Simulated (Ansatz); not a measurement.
Consider the following.

AlRh:
```
CELL_PARAMETERS angstrom
      2.97169     0.00000     0.00000
      0.00000     2.97169     0.00000
      0.00000     0.00000     2.97169
ATOMIC_POSITIONS crystal
  Al 0.00000 0.00000 0.00000
  Rh 0.50000 0.50000 0.50000
```

This is the PBEsol-relaxed structure.

Question: All from plane-wave PAW PBEsol (Ansatz code), unless another level is named. Predict the bulk modulus (Birch–Murnaghan fit).

Answer: 212 GPa.

Question: Give the elastic constants (relaxed ions, GPa).

Answer: C11 = 325, C12 = 156, C44 = 120.

Space group Pm-3m (CsCl type). The first step of the workflow began from a Materials Project structure, measured or hypothetical; the Crystallography Open Database copy checked does not list it. With Al and Rh taken as one species the cell has the higher symmetry Im-3m, so it may be an ordered model of a mixed-site phase. Whether it is the stable phase at ambient conditions was not checked. The PBEsol relaxation kept the symmetry of its start; of distortions, only those at the zone centre were tested. No spin polarisation was allowed. As this level gives no gap, shear constants depend on the k-mesh and smearing (Fermi–Dirac, 0.1 eV here).

Potentials: the later of the program's two PAW sets.
